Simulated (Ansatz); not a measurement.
MoSeS:
```
MoSeS
1.0
    3.18308     0.00000     0.00000
   -1.59154     2.75663     0.00000
    0.00000     0.00000    12.40817
Mo Se S
2 2 2
Cartesian
  0.00000   1.83775   0.00000
  1.59154   0.91888   6.20408
  0.00000   1.83775   7.88574
  0.00000   1.83775   4.52243
  1.59154   0.91888   1.53393
  1.59154   0.91888  10.87424
```

Cartesian axes are those of the cell as given.

Q: Give the high-frequency dielectric tensor and the Born effective charge tensors of the independent atoms from DFPT, plane-wave PAW LDA (Ansatz code).

A: 
ε∞:
```
16.4  0.00  0.00
0.00  16.4  0.00
0.00  0.00  8.24
```
Z* of atom 1 (Mo), rows: field, columns: displacement, in e:
```
-1.06   0.00   0.00
 0.00  -1.06   0.00
 0.00   0.00  -1.07
```
Z* of atom 2 (Mo), rows: field, columns: displacement, in e:
```
-1.98   0.00   0.00
 0.00  -1.98   0.00
 0.00   0.00  -0.98
```
Z* of atom 3 (Se), rows: field, columns: displacement, in e:
```
0.98  0.00  0.00
0.00  0.98  0.00
0.00  0.00  0.44
```
Z* of atom 5 (S), rows: field, columns: displacement, in e:
```
0.53  0.00  0.00
0.00  0.53  0.00
0.00  0.00  0.58
```

Space group P-6m2. The first step of the workflow began from a Materials Project structure, measured or hypothetical; the Crystallography Open Database copy checked does not list it. With Se and S taken as one species the cell has the higher symmetry P6_3/mmc, so it may be an ordered model of a mixed-site phase. Whether it is the stable phase at ambient conditions was not checked. The LDA relaxation kept the symmetry of its start; its stability against distortions is not shown here. The run is not spin-polarised. A crystal of weakly bound layers computed without a dispersion correction: the cell and the soft elastic constants depend strongly on that. Spin–orbit coupling is left out wherever it is not named.

Potentials: the later of the program's two PAW sets.
